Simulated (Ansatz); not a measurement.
Input and command of a plane-wave DFT calculation in Ansatz:

```yaml
crystal:
  lattice:
    - [5.6324246418, 0.0, 0.0]
    - [0.0, 5.6324246418, 0.0]
    - [0.0, 0.0, 26.9868884882]
  atoms:
    - { symbol: Al, position: [0.25, 0.25, 0.2964402511] }
    - { symbol: Al, position: [0.25, 0.75, 0.2964402511] }
    - { symbol: Al, position: [0.75, 0.25, 0.2964402511] }
    - { symbol: Al, position: [0.75, 0.75, 0.2964402511] }
    - { symbol: Al, position: [0.5, 0.5, 0.3702302632] }
    - { symbol: Al, position: [0.5, 0.0, 0.3702302632] }
    - { symbol: Al, position: [0.0, 0.5, 0.3702302632] }
    - { symbol: Al, position: [0.0, 0.0, 0.3702302632] }
    - { symbol: Al, position: [0.75, 0.75, 0.4415730243] }
    - { symbol: Al, position: [0.75, 0.25, 0.4415730243] }
    - { symbol: Al, position: [0.25, 0.75, 0.4415730243] }
    - { symbol: Al, position: [0.25, 0.25, 0.4415730243] }
    - { symbol: Al, position: [0.0, 0.0, 0.5178692833] }
    - { symbol: Al, position: [0.0, 0.5, 0.5178692833] }
    - { symbol: Al, position: [0.5, 0.0, 0.5178692833] }
    - { symbol: Al, position: [0.5, 0.5, 0.5178692833] }
    - { symbol: B, position: [-0.1162229062, 0.1441939297, 0.6605163322] }
    - { symbol: Cl, position: [0.0, 0.25, 0.6045780568] }
    - { symbol: Cl, position: [-0.3026454834, -0.104349035, 0.6607497789] }
    - { symbol: Cl, position: [-0.0459891085, 0.2869210143, 0.7162174554] }
basis:
  ecutwfc: 420
kpoints:
  mp_grid: { grid: [4, 4, 1] }
hamiltonian:
  xc: pbe
  dispersion: d3bj
scf:
  occupations: { method: gaussian, width: 0.1 }
output:
  forces: true
  eigenvalues: true
  write_density: true
  write_potential: true
  elf: true
  volumetric_format: npy
relax:
  adjacent_minimum: "off"
  f_tol: 0.04
  max_steps: 100
  constraints: [{ sites: [0, 1, 2, 3, 4, 5, 6, 7] }]
efield:
  axis: 3
  dipole_correction: true
  ramp_width: 0.04
```

```bash
ansatz run input.yaml --threads 2 --pin off --max-ram 6144MiB --backend cpu --events-out ev --progress --plain --runs-dir out
```

Processor: Intel(R) Xeon(R) 6975P-C (Granite Rapids), 2 threads, on a host shared with other jobs.

Estimate time, memory and problem size.

About 6.2 min on 2 threads of Intel(R) Xeon(R) 6975P-C (Granite Rapids), with other jobs on the host, peak memory 1.2 GiB. It solves 56 bands at 10 k points (the mesh reduced by the symmetry that the task leaves, which can be less than the crystal's) with about 16759 plane waves, in 133 SCF iterations over 20 ionic steps.
